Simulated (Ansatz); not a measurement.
InP:
```
CELL_PARAMETERS angstrom
      0.00000     2.97945     2.97945
      2.97945     0.00000     2.97945
      2.97945     2.97945     0.00000
ATOMIC_POSITIONS crystal
  P  0.75000 0.75000 0.75000
  In 0.00000 0.00000 0.00000
```

Tensor components refer to the Cartesian frame of this cell.

### Question
Give the proper piezoelectric stress tensor with relaxed ions from DFT-PBE in the program Ansatz with PAW potentials.

### Answer
In C/m², rows x, y, z, Voigt columns; mesh uncertainty up to 0.01.
```
0.00  0.00  0.00  0.10  0.00  0.00
0.00  0.00  0.00  0.00  0.10  0.00
0.00  0.00  0.00  0.00  0.00  0.10
```

The elastic tensor of the same run (GPa):

```
87.1  45.9  45.9   0.0   0.0   0.0
45.9  87.1  45.9   0.0   0.0   0.0
45.9  45.9  87.1   0.0   0.0   0.0
 0.0   0.0   0.0  41.4   0.0   0.0
 0.0   0.0   0.0   0.0  41.4   0.0
 0.0   0.0   0.0   0.0   0.0  41.4
```

### Question
Convert to strain constants d = e·S.

### Answer
In pC/N:
```
0.0  0.0  0.0  2.5  0.0  0.0
0.0  0.0  0.0  0.0  2.5  0.0
0.0  0.0  0.0  0.0  0.0  2.5
```

Space group F-43m (zinc blende). The cell was relaxed with PBE under the symmetry of its start; of distortions, only those at the zone centre were tested.

Potentials: the later of the program's two PAW sets.
